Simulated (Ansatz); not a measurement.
The start is a relaxed NbP cell, doubled along one cell vector, shaken by Gaussian noise of σ = 0.08 Å a coordinate. A full variable-cell relaxation at zero pressure is run with PBEsol (plane waves to 420 eV, PAW, scalar-relativistic; Ansatz, a first-principles code). The first steps use a coarse 7×7×2 k-mesh.

Starting cell:
```
NbP
1.0
    3.33085     0.00000     0.00000
    0.00000     3.33085     0.00000
    0.00000     0.00000    10.96254
P Nb
4 4
Cartesian
 -0.03486   1.61199   0.94967
  0.05464   1.64440   6.37186
  1.73898  -0.08145   4.51604
  1.75988   0.03373  10.03057
 -0.00167   1.68123   3.85257
 -0.01049   1.62123   9.21379
  1.74042  -0.05447   1.85703
  1.63367   0.04301   7.24855
```

**Question.** How large is the pressure on the unrelaxed cell, and of which sign?

**Answer.** +4 GPa (positive: the cell is compressed).

**Question.** What is the largest force in the starting geometry, and on which atom (counted from 1)?

**Answer.** About 2.6 eV/Å, on Nb5 (atoms numbered as listed).

**Question.** By how much does the energy per atom fall from start to end?

**Answer.** 0.07 eV/atom.

**Question.** Does it find its way back to the structure it was made from?

**Answer.** The parent structure is recovered, P4/nmm (No. 129).

Final values are on a 14×14×9 k-mesh of the relaxed cell. No spin polarisation in the result.

The relaxed structure here is a generated cell of NbP: the first start was made by placing the elements on the sites of a structure type, and the end was not matched to a known phase here, so it may be hypothetical.
